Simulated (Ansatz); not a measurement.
**Relaxing a structure of TiB₂**

The start is a generated cell, TiB2 built in the AFLOW prototype AB2_oC24_41_2a_2b (C_e, as in Sn2Pd). The cell and all atomic positions are relaxed at zero pressure with PBE (plane waves to 420 eV, PAW, scalar-relativistic; Ansatz, an electronic-structure program). First-step values are on the input's coarse k-mesh.

Ansatz input (later rounds restart from its end on a renewed k-mesh):
Ansatz 0.2 input:
```yaml
crystal:
  lattice:
    - [4.9304685, 0, 0]
    - [0, 2.4652343, 4.6256441]
    - [0, -2.4652343, 4.6256441]
  atoms:
    - { symbol: Ti, position: [0, 0.99, 0.99] }
    - { symbol: Ti, position: [0.5, 0.49, 0.49] }
    - { symbol: Ti, position: [0, 0.762, 0.762] }
    - { symbol: Ti, position: [0.5, 0.262, 0.262] }
    - { symbol: B, position: [0.658, 0.033, 0.717] }
    - { symbol: B, position: [0.342, 0.717, 0.033] }
    - { symbol: B, position: [0.158, 0.217, 0.533] }
    - { symbol: B, position: [0.842, 0.533, 0.217] }
    - { symbol: B, position: [0.75, 0.375, 0.875] }
    - { symbol: B, position: [0.25, 0.875, 0.375] }
    - { symbol: B, position: [0.25, 0.375, 0.875] }
    - { symbol: B, position: [0.75, 0.875, 0.375] }
basis: { ecutwfc: 420, ecutrho_ratio: 4, xc_grid: 2, fft_grid_basis: typed }
kpoints: { mp_grid: { grid: [4, 4, 4] } }
hamiltonian:
  xc: pbe
  dispersion: none
  pseudopotentials: { azcp: { folder: ./paw }, kind: paw }
scf: { occupations: { method: fermi_dirac, width: 0.05 } }
relax: { f_tol: 0.01, max_steps: 100, cell: { stress_tol: 0.02 } }
output: { forces: true, stress: true }
```

Problem. What symmetry does the relaxed structure have?

Solution. The space group goes from Aea2 (No. 41) to Fmm2 (No. 42), with 6 atoms in the primitive cell.

Problem. How much energy is released per atom?

Solution. About 2.0 eV/atom.

Problem. How does the volume per atom move from start to end?

Solution. -2.1 %, from 9.37 to 9.17 Å³/atom.

Problem. How do the shortest distances between atoms change?

Solution. The closest pairs of elements (up to four, under 3.6 Å), start → end: B–B 2.20 → 1.75 Å; Ti–Ti 2.11 → 3.02 Å; B–Ti 2.13 → 2.33 Å.

Problem. What band gap does the relaxed structure have at this level?

Solution. Zero (metallic).

Problem. What does it relax into? Give the structure.

Solution. 
Space group Fmm2 (No. 42); a = 3.0455 Å, b = 5.2249 Å, c = 13.8322 Å, α = β = γ = 90.00°

```
atom  site  symmetry       x       y       z
----  ----  --------  ------  ------  ------
Ti      4a       mm2  0.0000  0.0000  0.9822
Ti      4a       mm2  0.0000  0.0000  0.7529
B       8c       m..  0.0000  0.1673  0.3703
B       8c       m..  0.0000  0.1683  0.1382
```
(The calculation used a cell of 6 atoms; values per cell refer to that cell.)

Final values are on a 14×14×14 k-mesh of the relaxed cell. The start holds a very short contact (Ti–Ti 2.11 Å). No spin polarisation in the result.

The run could not lose the symmetry of its start: the end is stationary, and may be a saddle point rather than a minimum.

The relaxed structure here is a generated cell of TiB2: the first start was made by placing the elements on the sites of a structure type, and the end was not matched to a known phase here, so it may be hypothetical. Known forms of TiB2 include space group No. 191.
